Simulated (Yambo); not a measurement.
WO$_{3}$ (ReO3 type, space group Pm-3m, No. 221), G0W0@PBEsol in Yambo with this input:

```
rim_cut
gw0
dyson
el_el_corr
HF_and_locXC
ppa
em1d
RandQpts= 1000000
RandGvec= 1 Ry
EXXRLvcs= 84 Ry
VXCRLvcs= 336 Ry
Chimod= "HARTREE"
% BndsRnXp
 2 | 129 |
%
NGsBlkXp= 10 Ry
% LongDrXp
 1.0 | 1.0 | 1.0 |
%
PPAPntXp= 27.2114 eV
% GbndRnge
 1 | 129 |
%
GTermKind= "BG"
DysSolver= "n"
ExtendOut
```

On a 4×4×4 mesh, with wavefunctions cut at 84 Ry, the gap (R → Γ) is 1.470 eV and the valence edge shifts by -0.193 eV.

### Question
What happens with this change: no terminator?

### Answer
The gap falls by 0.047 eV, to 1.423 eV; the shift of the valence edge becomes 0.041 eV. Neither run is shown to be the converged limit.

Spin-orbit coupling is not included.

Geometry relaxed with PBEsol; primitive cell a = b = c = 3.7950 Å, α = β = γ = 90.00°.

The structure is a Materials Project entry; no match was found in the copy of COD used, and its stability was not checked.

A shift is the quasiparticle energy of the state minus its PBEsol energy.
